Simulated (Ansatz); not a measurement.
Sr$_{3}$SnO (anti-perovskite, Pm-3m), PBEsol (plane waves, PAW; program Ansatz), all energies at zero smearing, with the estimated change up to a 700 eV cutoff added, with one set of potentials and settings (totals compare only within such a set). Cell of 5 atoms (3 Sr, 1 O, 1 Sn): -16992.599 eV.

```json
[
 {"element": "Sr", "reference phase": "Fm-3m, 1 atoms in the cell", "E (eV/atom)": "-3492.2134"},
 {"element": "O", "reference phase": "C2/m, 4 atoms in the cell, spin-polarised", "E (eV/atom)": "-558.3554"},
 {"element": "Sn", "reference phase": "I4_1/amd, 2 atoms in the cell", "E (eV/atom)": "-5949.7830"}
]
```

Formation energy per atom, worked out: (-16992.599 − 3×(-3492.2134) − 1×(-558.3554) − 1×(-5949.7830))/5 = -1.564 eV/atom (-151 kJ per mol of atoms), at 0 K, without zero-point energy or fitted corrections.

The workflow started from an entry of the Crystallography Open Database (COD). Its standing as an ambient phase is unchecked. Symmetry was held in the PBEsol relaxation; its stability against distortions is not shown here. The references are the lowest solids computed at this level, not always the standard phases (solids in place of the gases). Spin–orbit coupling is left out wherever it is not named.

Potentials: the later of the program's two PAW sets.
